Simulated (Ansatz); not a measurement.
The cell below belongs to a search over invented structures; it isn't taken from experiment.

Input and command of a plane-wave DFT calculation in Ansatz:

```yaml
crystal:
  lattice:
    - [3.257171209, 0.0, 0.0]
    - [-1.6285856045, 2.8207930115, 0.0]
    - [0.0, 0.0, 8.7628751385]
  atoms:
    - { symbol: Cd, position: [0.3333333333, 0.6666666667, 0.1708635881] }
    - { symbol: Cd, position: [0.6666666667, 0.3333333333, 0.8291364119] }
    - { symbol: Cu, position: [0.6666666667, 0.3333333333, 0.404658539] }
    - { symbol: Cu, position: [0.3333333333, 0.6666666667, 0.595341461] }
    - { symbol: O, position: [0.0, 0.0, 0.0] }
basis:
  ecutwfc: 420
kpoints:
  mp_grid: { grid: [12, 12, 4] }
hamiltonian:
  xc: pbe
scf:
  occupations: { method: gaussian, width: 0.1 }
output:
  forces: true
  stress: true
  eigenvalues: true
relax:
  adjacent_minimum: "off"
  f_tol: 0.01
  max_steps: 30
  cell: { stress_tol: 0.1, fix: [volume] }
```

```bash
ansatz run input.yaml --threads 1 --pin off --max-ram 2560MiB --backend cpu --events-out ev --progress --plain --runs-dir out
```

Processor: Arm Neoverse V2, 1 thread, on a host shared with other jobs.

How long does it run, and how much memory does it take?

About 86 s, peak memory 0.5 GiB. It solves 51 bands at 69 k points (after reduction by symmetry) with about 1613 plane waves, in 43 SCF iterations over 6 ionic steps.
